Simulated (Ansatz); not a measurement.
Level of theory: DFT PBE, scalar-relativistic, plane waves, PAW in Ansatz. Settings: cutoff 420 eV, Γ-centred meshes spaced at most about 0.3 Å⁻¹, and about 0.25 Å⁻¹ or finer for metals (2π included), Gaussian smearing. No spin polarisation in the final relaxations.

Temperature and zero-point effects are left out. All come from trial cells, and lower structures may exist.

Problem. Order these relaxed structures of Ga₂GeSe₂ by energy, lowest first, with the energy over the lowest of them.
A.

```cif
data_structure
_symmetry_space_group_name_H-M 'P-3m1'
_symmetry_Int_Tables_number 164
_cell_length_a 4.0899
_cell_length_b 4.0899
_cell_length_c 8.8508
_cell_angle_alpha 90.000
_cell_angle_beta 90.000
_cell_angle_gamma 120.000
_cell_volume 128.21
loop_
_atom_site_label
_atom_site_type_symbol
_atom_site_symmetry_multiplicity
_atom_site_Wyckoff_symbol
_atom_site_fract_x
_atom_site_fract_y
_atom_site_fract_z
_atom_site_occupancy
Ga1 Ga 2 d 0.33333 0.66667 0.06027 1
Ge1 Ge 1 b 0.00000 0.00000 0.50000 1
Se1 Se 2 d 0.33333 0.66667 0.33075 1
```

B.

```cif
data_structure
_symmetry_space_group_name_H-M 'P-3m1'
_symmetry_Int_Tables_number 164
_cell_length_a 3.7075
_cell_length_b 3.7075
_cell_length_c 9.8550
_cell_angle_alpha 90.000
_cell_angle_beta 90.000
_cell_angle_gamma 120.000
_cell_volume 117.31
loop_
_atom_site_label
_atom_site_type_symbol
_atom_site_symmetry_multiplicity
_atom_site_Wyckoff_symbol
_atom_site_fract_x
_atom_site_fract_y
_atom_site_fract_z
_atom_site_occupancy
Ga1 Ga 2 d 0.33333 0.66667 0.19630 1
Ge1 Ge 1 a 0.00000 0.00000 0.00000 1
Se1 Se 2 d 0.33333 0.66667 0.67209 1
```

C.

```cif
data_structure
_symmetry_space_group_name_H-M 'I4/mmm'
_symmetry_Int_Tables_number 139
_cell_length_a 5.2104
_cell_length_b 5.2104
_cell_length_c 8.0468
_cell_angle_alpha 90.000
_cell_angle_beta 90.000
_cell_angle_gamma 90.000
_cell_volume 218.46
loop_
_atom_site_label
_atom_site_type_symbol
_atom_site_symmetry_multiplicity
_atom_site_Wyckoff_symbol
_atom_site_fract_x
_atom_site_fract_y
_atom_site_fract_z
_atom_site_occupancy
Ga1 Ga 4 e 0.00000 0.00000 0.34449 1
Ge1 Ge 2 a 0.00000 0.00000 0.00000 1
Se1 Se 4 d 0.00000 0.50000 0.25000 1
```

D.

```cif
data_structure
_symmetry_space_group_name_H-M 'Pmmm'
_symmetry_Int_Tables_number 47
_cell_length_a 4.8466
_cell_length_b 5.3091
_cell_length_c 5.6063
_cell_angle_alpha 90.000
_cell_angle_beta 90.000
_cell_angle_gamma 90.000
_cell_volume 144.26
loop_
_atom_site_label
_atom_site_type_symbol
_atom_site_symmetry_multiplicity
_atom_site_Wyckoff_symbol
_atom_site_fract_x
_atom_site_fract_y
_atom_site_fract_z
_atom_site_occupancy
Ga1 Ga 2 p 0.50000 0.24953 0.50000 1
Ge1 Ge 1 b 0.50000 0.00000 0.00000 1
Se1 Se 2 q 0.00000 0.00000 0.25225 1
```

Solution. B (0 meV/atom), A (21 meV/atom), C (164 meV/atom), D (396 meV/atom). Forms: B P-3m1; A P-3m1; C I4/mmm; D Pmmm. Counting Ge or Se atoms around Ga (for each partner element, those within 1.25 times its shortest distance or 1.15 times the sum of covalent radii, where it is the nearest in units of that sum or under 1.3; a plus sign parts groups by distance over the sum of covalent radii; the shortest distance is added where it exceeds 1.18 times the sum of covalent radii): B has Ga 3+3; A has Ga 1; C has Ga 5; D has Ga 6 from 3.1 Å.

Weakly bound directions are ill-defined at this level, which has no dispersion term (P-3m1 at 23.5 Å³/atom), and this can change margins and order among such cells. Cells relaxed within their symmetry can be saddle points. Some structure types and database cells were kept out of the candidates from the start, so a known form may be missing.
